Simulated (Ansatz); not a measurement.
CuI2:
```
CELL_PARAMETERS angstrom
      5.07206     0.00000     0.00000
      0.00000     5.07206     0.00000
      0.00000     0.00000     4.23879
ATOMIC_POSITIONS crystal
  Cu 0.00000 0.00000 0.00000
  I  0.00000 0.50000 0.00000
  I  0.50000 0.00000 0.00000
```

Relaxed with LDA. Special points in fractions of this cell's reciprocal vectors: Γ (0.000, 0.000, 0.000); X (0.000, 0.500, 0.000); M (0.500, 0.500, 0.000); Z (0.000, 0.000, 0.500); R (0.000, 0.500, 0.500); A (0.500, 0.500, 0.500).

### Question
List the band energies nearest the Fermi level at these points for DFT-LDA in the program Ansatz with PAW potentials.

### Answer
In eV from the Fermi level; about four levels below and three above (degenerate sets whole), none deeper than 8.9 eV; points with the same levels are listed once.

| k | below | above |
|---|---|---|
| Γ | -1.76 -0.60 -0.60 -0.30 | 0.51 4.16 6.11 |
| X | -1.83 -1.15 -1.11 -0.44 | 4.66 5.57 6.15 |
| M | -2.26 -1.93 -0.40 -0.40 | 0.54 1.56 4.99 |
| Z | -2.19 -1.54 -0.45 -0.45 | 1.23 5.25 5.97 5.97 |
| R | -1.81 -1.53 -1.44 -1.00 | 3.65 5.55 6.21 |
| A | -1.99 -1.83 -1.38 -1.38 | 0.66 1.66 1.83 |

Space group P4/mmm. The workflow started from a Materials Project entry (that database holds measured and hypothetical structures alike); the Crystallography Open Database copy checked does not list it. Whether it is the stable phase at ambient conditions was not checked. The LDA relaxation kept the symmetry of its start. At this level the phase is dynamically unstable (imaginary phonons). The run is not spin-polarised. Its formation energy is positive at this level, so the cell may be metastable or incomplete. A crystal of weakly bound layers computed without a dispersion correction: the cell and the soft elastic constants depend strongly on that. With an odd number of electrons in the cell and no spin polarisation, the count alone makes it a metal. Scalar-relativistic: spin–orbit coupling is off unless named, which matters more the heavier the elements.

Potentials: the later of the program's two PAW sets.
